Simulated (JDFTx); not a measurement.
An input for a modified build of JDFTx (V(100), linear PCM (GLSSA13), water, 2 M NaF; bohr, hartree) and the course of its log:

```
lattice \
  5.6359191941 0.0000000000 0.0000000000 \
  0.0000000000 5.6359191941 0.0000000000 \
  0.0000000000 0.0000000000 49.8887696901
coords-type Lattice
ion V 0.5000000000 0.5000000000 -0.1939012482 0
ion V 0.0000000000 0.0000000000 -0.1412121210 0
ion V 0.5000000000 0.5000000000 -0.0847272730 0
ion V 0.0000000000 0.0000000000 -0.0282424240 0
ion V 0.5000000000 0.5000000000 0.0282424240 0
ion V 0.0000000000 0.0000000000 0.0847272730 0
ion V 0.5000000000 0.5000000000 0.1412121210 0
ion V 0.0000000000 0.0000000000 0.1939012482 0
ion-species pseudo/v_pbe_v1.4.upf
elec-cutoff 20 100
elec-ex-corr gga-PBE
coulomb-interaction Slab 001
coulomb-truncation-embed 0 0 0
kpoint-folding 8 8 1
elec-smearing Fermi 0.01
elec-n-bands 68
target-mu -0.122743
electronic-scf nIterations 100 energyDiffThreshold 1e-07
fluid LinearPCM
pcm-variant GLSSA13
fluid-solvent H2O
fluid-cation Na+ 2
fluid-anion F- 2
fluid-minimize nIterations 400 knormThreshold 1e-12
wavefunction read f0.wfns
elec-initial-eigenvals f0.eigenvals
elec-initial-fillings read f0.fillings
fluid-initial-state f0.fluidState
dump-name f0_u2.$VAR
dump End State Ecomponents EigStats BandEigs Forces ElecDensity IonicPositions Fillings Kpoints Dtot FluidDebug BoundCharge FluidDensity
```

```
[one cycle in 5 is shown, and the last three; fluid-solver lines are left out]
	FillingsUpdate:  mu: -0.122743000  nElectrons: 102.465842
SCF: Cycle:  0   G: -559.733849823178275   dG: +1.262e+00   |Residual|: 9.716e-02   |deigs|: 2.985e-06
	FillingsUpdate:  mu: -0.122743000  nElectrons: 103.635892
SCF: Cycle:  5   G: -560.943768012355918   dG: -7.546e-02   |Residual|: 2.967e-02   |deigs|: 5.939e-04
	FillingsUpdate:  mu: -0.122743000  nElectrons: 103.657929
SCF: Cycle: 10   G: -560.953086534244790   dG: +1.022e-02   |Residual|: 2.309e-02   |deigs|: 1.251e-04
	FillingsUpdate:  mu: -0.122743000  nElectrons: 102.286498
SCF: Cycle: 15   G: -559.318590869044328   dG: +1.382e+00   |Residual|: 1.092e-01   |deigs|: 2.981e-03
	FillingsUpdate:  mu: -0.122743000  nElectrons: 102.692661
SCF: Cycle: 20   G: -560.092020478024551   dG: -2.657e-02   |Residual|: 8.107e-02   |deigs|: 1.368e-04
	FillingsUpdate:  mu: -0.122743000  nElectrons: 102.643069
SCF: Cycle: 25   G: -560.031751272622955   dG: -2.839e-02   |Residual|: 8.401e-02   |deigs|: 1.689e-04
	FillingsUpdate:  mu: -0.122743000  nElectrons: 102.240893
SCF: Cycle: 30   G: -559.511230387732780   dG: -7.136e-01   |Residual|: 1.060e-01   |deigs|: 1.119e-03
	FillingsUpdate:  mu: -0.122743000  nElectrons: 99.609056
SCF: Cycle: 35   G: -551.549376662760665   dG: +7.650e+00   |Residual|: 2.678e-01   |deigs|: 7.106e-03
	FillingsUpdate:  mu: -0.122743000  nElectrons: 101.116024
SCF: Cycle: 40   G: -556.756102861379759   dG: +3.106e-01   |Residual|: 1.794e-01   |deigs|: 2.827e-04
	FillingsUpdate:  mu: -0.122743000  nElectrons: 98.148589
SCF: Cycle: 45   G: -543.974727129226267   dG: -3.726e+01   |Residual|: 3.600e-01   |deigs|: 1.249e-02
	FillingsUpdate:  mu: -0.122743000  nElectrons: 84.881158
SCF: Cycle: 50   G: -383.053371060532470   dG: -2.254e+00   |Residual|: 1.121e+00   |deigs|: 5.653e-04
	FillingsUpdate:  mu: -0.122743000  nElectrons: 103.780885
SCF: Cycle: 55   G: -560.998624744671247   dG: -3.725e-02   |Residual|: 7.488e-03   |deigs|: 7.920e-04
	FillingsUpdate:  mu: -0.122743000  nElectrons: 103.862355
SCF: Cycle: 60   G: -560.990006477990846   dG: +8.431e-03   |Residual|: 1.411e-02   |deigs|: 4.606e-04
	FillingsUpdate:  mu: -0.122743000  nElectrons: 102.807486
SCF: Cycle: 65   G: -560.487971707628503   dG: -2.126e+00   |Residual|: 6.848e-02   |deigs|: 3.665e-03
	FillingsUpdate:  mu: -0.122743000  nElectrons: 95.982133
SCF: Cycle: 70   G: -531.291840847937692   dG: +2.475e+00   |Residual|: 4.807e-01   |deigs|: 8.557e-04
	FillingsUpdate:  mu: -0.122743000  nElectrons: 102.900078
SCF: Cycle: 75   G: -560.585321324144388   dG: -1.769e+01   |Residual|: 6.502e-02   |deigs|: 1.513e-02
	FillingsUpdate:  mu: -0.122743000  nElectrons: 106.981361
SCF: Cycle: 80   G: -555.634145467542226   dG: -4.227e+00   |Residual|: 2.053e-01   |deigs|: 3.993e-03
	FillingsUpdate:  mu: -0.122743000  nElectrons: 101.872393
SCF: Cycle: 85   G: -559.034583472186341   dG: -6.986e-01   |Residual|: 1.347e-01   |deigs|: 1.336e-02
	FillingsUpdate:  mu: -0.122743000  nElectrons: 99.481392
SCF: Cycle: 90   G: -549.558207769510659   dG: +4.007e+00   |Residual|: 2.756e-01   |deigs|: 2.299e-03
	FillingsUpdate:  mu: -0.122743000  nElectrons: 93.052157
SCF: Cycle: 95   G: -499.779101844189256   dG: +1.458e+01   |Residual|: 6.604e-01   |deigs|: 2.450e-03
	FillingsUpdate:  mu: -0.122743000  nElectrons: 93.457678
SCF: Cycle: 97   G: -502.204609194422005   dG: +5.110e+00   |Residual|: 6.399e-01   |deigs|: 1.196e-03
	FillingsUpdate:  mu: -0.122743000  nElectrons: 100.189830
SCF: Cycle: 98   G: -554.192744766020382   dG: -5.199e+01   |Residual|: 2.236e-01   |deigs|: 1.844e-02
	FillingsUpdate:  mu: -0.122743000  nElectrons: 94.518675
SCF: Cycle: 99   G: -516.199810001884771   dG: +3.799e+01   |Residual|: 5.640e-01   |deigs|: 1.535e-02
SCF: None of the convergence criteria satisfied after 100 iterations.
IonicMinimize: Iter:   0  G: -516.199810001884771  |grad|_K:  0.000e+00
IonicMinimize: Converged (|grad|_K<1.000000e-04).
```

This run gave no converged result. The electronic loop ended without meeting its threshold, so the last energy, electron count and forces aren't results.
